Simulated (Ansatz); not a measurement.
Relaxed-ion elastic tensor of TiO₂ in space group Pbca (No. 61; Ti on 8c, O on 8c, O on 8c) in GPa (Voigt order), plane-wave PAW PBEsol (Ansatz code); density 4.16 g/cm³, 10.64 Å³ per atom.

```
 303   174   152   0.0   0.0   0.0
 174   303   167   0.0   0.0   0.0
 152   167   316   0.0   0.0   0.0
 0.0   0.0   0.0  85.6   0.0   0.0
 0.0   0.0   0.0   0.0   104   0.0
 0.0   0.0   0.0   0.0   0.0  99.6
```

### Question
Is the crystal mechanically stable?

### Answer
Yes: the smallest eigenvalue of C is 85.6 GPa.

### Question
Work out the Voigt, Reuss and Hill averages.

### Answer
K_V = 212, K_R = 212, K_H = 212; G_V = 86.5, G_R = 83.8, G_H = 85.2 GPa.

### Question
Give Young's modulus, Poisson's ratio, Pugh's ratio and the universal anisotropy index.

### Answer
E = 9KG/(3K + G) = 225 GPa; ν = 0.32; K/G = 2.49 (ductile by the Pugh limit of 1.75); A_U = 5G_V/G_R + K_V/K_R − 6 = 0.16.

### Question
Estimate the sound speeds and the Debye temperature.

### Answer
v_l = √((K + 4G/3)/ρ) = 8850 m/s, v_t = √(G/ρ) = 4530 m/s, mean 5070 m/s; Θ = (h/k)(3n/4πV)^(1/3) v_m = 687 K.

### Question
Solve the Christoffel equation for the three sound speeds along x, y, z.

### Answer
Eigenvalues of C_ijkl n_j n_l equal ρv². In km/s, slowest first: x 4.90, 5.01, 8.55; y 4.54, 4.90, 8.53; z 4.54, 5.01, 8.72.

### Question
How much does each axis shrink under pressure?

### Answer
Linear compressibilities β_i = Σ_j S_ij (j = 1 to 3): x 1.6, y 1.5, z 1.6 per TPa.

The cell was relaxed with PBEsol under the symmetry of its start. The run is not spin-polarised.

Potentials: the earlier of the program's two PAW sets. The files were generated under PBE; for other functionals the program regenerates the frozen cores, and for LDA and PBEsol the local potential too.
